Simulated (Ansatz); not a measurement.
This cell of SrO (rock salt) is off equilibrium:

```xyz
2
Lattice="0.0000 2.5451 2.5451 2.5451 0.0000 2.5451 2.5451 2.5451 0.0000" Properties=species:S:1:pos:R:3 pbc="T T T"
O      0.0000     0.0000     0.0000
Sr     2.5451     2.5451     2.5451
```

Level of theory: r2SCAN (plane waves to 500 eV, PAW, scalar-relativistic; Ansatz, a first-principles code). k mesh 11×11×11 (Γ-centred), Fermi-Dirac smearing 0.05 eV. Energies are smeared free energies. Compression counts positive. SrO was relaxed with its symmetry unable to fall.

What is the stress tensor (GPa)?


```
    4.2      0.0      0.0
    0.0      4.2      0.0
    0.0      0.0      4.2
```
The pressure, a third of the trace, is 4.2 GPa.

It is the relaxed cell scaled evenly to V/V₀ = 0.960, atoms relaxed where free. What is its energy relative to the relaxed cell?

8.6 meV/atom.

(A scan under strain: stresses follow from slopes of the energy per volume, elastic moduli from its curvatures.)
